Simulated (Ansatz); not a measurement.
**Property card for Li**

Li:
```
CELL_PARAMETERS angstrom
      3.05328     0.00000     0.00000
     -1.52664     2.64422     0.00000
      0.00000     0.00000     5.00314
ATOMIC_POSITIONS crystal
  Li 0.33333 0.66667 0.25000
  Li 0.66667 0.33333 0.75000
```

Space group P6_3/mmc (No. 194), hcp (Mg type); conventional cell a = b = 3.0533 Å, c = 5.0031 Å, α = β = 90.00°, γ = 120.00°.

Method: the program Ansatz at the PBEsol level (PAW). Structure relaxed to zero pressure with the same functional. Other levels are named where they apply.

Cell and energy:

| Property | Result |
|---|---|
| Volume per atom | 20.20 Å³ |
| Density | 0.57 g/cm³ |

Electronic structure:

| Property | Result |
|---|---|
| Electronic character | metallic (no gap) |
| Density of states at the Fermi level | 0.52 states/eV per atom (mean over ±0.08 eV) |

Mechanics:

| Property | Value |
|---|---|
| Bulk modulus (Birch–Murnaghan fit) | 13.7 GPa |
| Pressure derivative B′ | 3.3 |
| Elastic constants (relaxed ions, GPa) | C11 = 21.5, C12 = 13.1, C13 = 6.3, C33 = 28.7, C44 = 4.9 |
| Mechanical stability | stable (all eigenvalues of C positive) |
| Hill bulk and shear moduli | 13.7 and 5.5 GPa |
| Young's modulus | 14.6 GPa |
| Poisson's ratio | 0.32 |
| Debye temperature from the elastic constants | 380 K |

Phonons:

| Property | Value |
|---|---|
| Highest zone-centre frequency | 319 cm^-1 |
| Zone-centre stability | no imaginary mode at Γ |

The workflow started from a Materials Project entry (that database holds measured and hypothetical structures alike); the Crystallography Open Database files this formula in space group No. 194, but the cells were not matched. It is not the phase usual at ambient conditions (space group No. 229). The cell was relaxed with PBEsol under the symmetry of its start. As this level gives no gap, shear constants depend on the k-mesh and smearing (Fermi–Dirac, 0.1 eV here). As this level gives no gap, phonon frequencies hold no LO–TO term and depend on the k-mesh and smearing (Fermi–Dirac, 0.1 eV here). Axis ratios of metals converge slowly with the k-mesh, so a and c are less sure than the volume.

Potentials: the earlier of the program's two PAW sets.
